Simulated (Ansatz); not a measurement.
BAs:
Space group F-43m (No. 216); a = b = c = 4.732 Å, α = β = γ = 90.00°

```csv
atom,site,symmetry,x,y,z
B,4c,-43m,0.2500,0.2500,0.2500
As,4a,-43m,0.0000,0.0000,0.0000
```
(The calculation used a cell of 2 atoms; values per cell refer to that cell.)

Relaxed with LDA.

Q: Decompose the optical modes at the zone centre into irreducible representations, and say which are infrared and Raman allowed.

A: Point group -43m: Γ_opt = T2. Infrared: T2. Raman: T2.

Q: Assign frequencies (DFPT, LDA (plane waves, PAW; program Ansatz); without the LO–TO term).

A: T2 700 cm⁻¹.

The cell was relaxed with LDA under the symmetry of its start.

Potentials: the earlier of the program's two PAW sets. The files were generated under PBE; for other functionals the program regenerates the frozen cores, and for LDA and PBEsol the local potential too.
